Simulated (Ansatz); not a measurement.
All numbers below come from DFT PBE, scalar-relativistic, plane waves, PAW (Ansatz 0.2.0). Cutoff 420 eV, Γ-centred meshes of about 0.25 Å⁻¹ or finer for metals and 0.3 Å⁻¹ for insulators (2π included), Gaussian smearing. No spin polarisation.

All energies are static (0 K, no zero-point motion).

Two forms of BeCdS₄ were relaxed alike.

A. Space group P2_1/c (No. 14), monoclinic, a = 5.917 Å, b = 6.006 Å, c = 5.968 Å, β = 90.8°. Be has 2 S at 2.30 Å and 4 S at 2.44–2.45 Å; Cd has 6 S at 2.63–2.70 Å; around S on its first site lie 1 S at 2.12 Å, 2 Be at 2.44–2.45 Å and 1 Cd at 2.70 Å; S on its second site has 1 S at 2.11 Å, 1 Be at 2.30 Å and 2 Cd at 2.63–2.70 Å.

B. Space group C222 (No. 21), orthorhombic, a = 5.042 Å, b = 8.424 Å, c = 6.443 Å. Around Be lie 4 S at 2.11 Å; Cd has 4 S at 2.56 Å; around S lie 1 Be at 2.11 Å, 1 S at 2.12 Å and 1 Cd at 2.56 Å.

**Question.** Which form is favoured at zero pressure, and by what margin per atom?

**Answer.** A is lower, by 46 meV/atom. A has Be and Cd ordered on pyrite sites, space group P2_1/c (No. 14), 17.7 Å³/atom and a gap of 1.47 eV on its mesh; B has space group C222 (No. 21), 22.8 Å³/atom and a gap of 0.74 eV. Counting S atoms around Be and Cd (those within 1.25 times the shortest such distance or 1.15 times the sum of covalent radii, 1.27 where that leaves under three), A has Be 6, Cd 6 and B has Be 4, Cd 4. A and B both hold S–S pairs. The denser one is the lower, and pressure would at first widen the difference. Both come from trial cells of a structure search, whose lowest cell (P2_1, 19.0 Å³/atom) lies 28 meV/atom below the lower of the two.

Kohn–Sham gaps at this level usually fall short of measured ones. With atoms moved at random, A (by 28 meV/atom) fell into a lower structure. B had no clear such test and can be a saddle point. Some candidate types were left out of the draw beforehand, so a known form may be missing.
